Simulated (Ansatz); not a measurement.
What DFT gives for Ti2CS

```
Ti C S
1.0
     3.17369    0.00000    0.00000
    -1.58684    2.74850    0.00000
     0.00000    0.00000   11.07331
Ti C S
4 2 2
Direct
  0.33333 0.66667 0.09900
  0.66667 0.33333 0.59900
  0.33333 0.66667 0.40100
  0.66667 0.33333 0.90100
  0.00000 0.00000 0.00000
  0.00000 0.00000 0.50000
  0.66667 0.33333 0.25000
  0.33333 0.66667 0.75000
```

The numbers come from plane-wave PAW DFT (Ansatz): r2SCAN, no spin polarisation, 500 eV, 9×9×3 Γ-centred k points, cold occupations (width 0.0185 eV). Nothing was relaxed.

Forces: The largest is on Ti3 (and as large on other atoms): 0.18 eV/Å, components (0.00, 0.00, -0.18). It makes 121° with the line to a nearest neighbour, C6 at 2.14 Å.
Formation energy: -1.43 eV an atom against the elements' usual phases (free molecules for gases, crystals otherwise, with no correction for O₂ or N₂), so it is bound against them; other compounds may still compete. Relaxing would lower it.
Charges: Bader charges in e: Ti +1.65, C -2.01, S -1.28. In the mean Ti gives up most and C takes most.
Stress: The pressure is 6.6 GPa (compression positive), so with the atoms held at these fractions the cell would first expand. The principal stresses 6.1, 6.1, 7.6 GPa differ, so its shape would change too.
Electronic structure: It is a metal, with about 1.4 states/eV a cell as the mean within 0.25 eV of the Fermi level, mostly Ti d (91 %).
Contacts: Ti–C at 2.14 Å: least valence density 0.53 e/Å³ and ELF 0.25 there. Ti–S at 2.48 Å: least valence density 0.36 e/Å³ and ELF 0.16 there. These are pseudo-fields; inside the PAW spheres they differ from the all-electron ones.

Origin: a database entry at a rescaled volume.
